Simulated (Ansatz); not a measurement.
MgTe:
Space group P6₃mc (No. 186); a = 4.6062 Å, b = 4.6062 Å, c = 15.0115 Å, α = 90.00°, β = 90.00°, γ = 120.00°

| atom | site | symmetry | x | y | z |
|---|---|---|---|---|---|
| Mg | 2a | 3m. | 0.0000 | 0.0000 | 0.0006 |
| Mg | 2b | 3m. | 0.3333 | 0.6667 | 0.2501 |
| Te | 2a | 3m. | 0.0000 | 0.0000 | 0.3126 |
| Te | 2b | 3m. | 0.3333 | 0.6667 | 0.0623 |

Relaxed with PBE. 

Question: HSE06 on this cell (Ansatz, a first-principles code, PAW) gives a gap of 3.20 eV. What does PBE give?

Answer: 2.35 eV.

Cost on shared cores: the PBE run (SCF on a 7×7×2 mesh, then bands and DOS) roughly 5 core-minutes, the HSE06 run (SCF on 4×4×1, then a few points) very roughly 7 core-minutes; the tasks are unlike.

Space group P6_3mc. A made-up cell: these elements were put on the sites of a structure type; the Crystallography Open Database files this formula in space group No. 186, but the cells were not matched. Whether it is the stable phase at ambient conditions was not checked. The cell was relaxed with PBE under the symmetry of its start; whether a distortion lowers the energy is not shown. Scalar-relativistic: spin–orbit coupling is off unless named, which matters more the heavier the elements.

Potentials: the later of the program's two PAW sets.

Ansatz is a plane-wave DFT program.
